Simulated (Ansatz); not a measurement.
Crystals of one space group, with the same sites and like axis ratios (R-3m), relaxed and computed with DFT-r²SCAN in the program Ansatz with PAW potentials.

| crystal | a (Å) | V (Å³/atom) | spin order, net moment (μB/atom) | ΔH_f (eV/atom) |
|---|---|---|---|---|
| RuRhN2 | 2.792 | 10.76 | ferromagnetic; net 0.10 | 0.41 |
| PdRhN2 | 2.962 | 11.60 | moments vanished | 0.60 |
| RuPtN2 | 2.831 | 11.08 | ferromagnetic; net 0.19 | 0.36 |
| PtRhN2 | 2.922 | 11.42 | moments vanished | 0.50 |

Spin orders computed, not proven ground states: RuRhN2, R-3m (Ru on 3b, Rh on 3a, N on 6c) ferromagnetic; RuPtN2, R-3m (Ru on 3b, Pt on 3a, N on 6c) ferromagnetic. Typed or built starts, not in the databases checked: RuRhN2, R-3m (Ru on 3b, Rh on 3a, N on 6c); PdRhN2, R-3m (Rh on 3b, Pd on 3a, N on 6c); RuPtN2, R-3m (Ru on 3b, Pt on 3a, N on 6c); PtRhN2, R-3m (Rh on 3b, Pt on 3a, N on 6c). Began spin-polarised and lost the moments: PdRhN2, R-3m (Rh on 3b, Pd on 3a, N on 6c); PtRhN2, R-3m (Rh on 3b, Pt on 3a, N on 6c). All cells were relaxed under the symmetry of their starts (and spin orders); stability against distortions was not tested throughout. Scalar-relativistic: spin–orbit coupling is off unless named, which matters more the heavier the elements.

Potentials: the later of the program's two PAW sets.

Formation energies count from the lowest solids of the elements computed at the same level, not from gases.
